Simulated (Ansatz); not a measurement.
Data:

TaP:
```yaml
crystal:
  lattice:
    - [-1.65506, 1.65506, 5.63832]
    - [1.65506, -1.65506, 5.63832]
    - [1.65506, 1.65506, -5.63832]
  atoms:
    - { symbol: Ta, position: [0.99937, 0.49937, 0.50000] }
    - { symbol: Ta, position: [0.24937, 0.24937, 0.00000] }
    - { symbol: P, position: [0.41663, 0.91663, 0.50000] }
    - { symbol: P, position: [0.66663, 0.66663, 0.00000] }
```

This is the PBEsol-relaxed structure.

Question: All from PBEsol (plane waves, PAW; program Ansatz), unless another level is named. Give the highest zone-centre frequency.

Answer: 50.8 meV.

Question: And the bulk modulus (Birch–Murnaghan fit)?

Answer: 217 GPa.

Space group I4_1md. The workflow started from a Materials Project entry (that database holds measured and hypothetical structures alike); the Crystallography Open Database copy checked does not list it. COD files the formula under space group No. 141. Its standing as an ambient phase is unchecked. The PBEsol relaxation kept the symmetry of its start; whether a distortion lowers the energy is not shown. The run is not spin-polarised. Scalar-relativistic: spin–orbit coupling is off unless named, which matters more the heavier the elements.

Potentials: the earlier of the program's two PAW sets. The files were generated under PBE; for other functionals the program regenerates the frozen cores, and for LDA and PBEsol the local potential too.
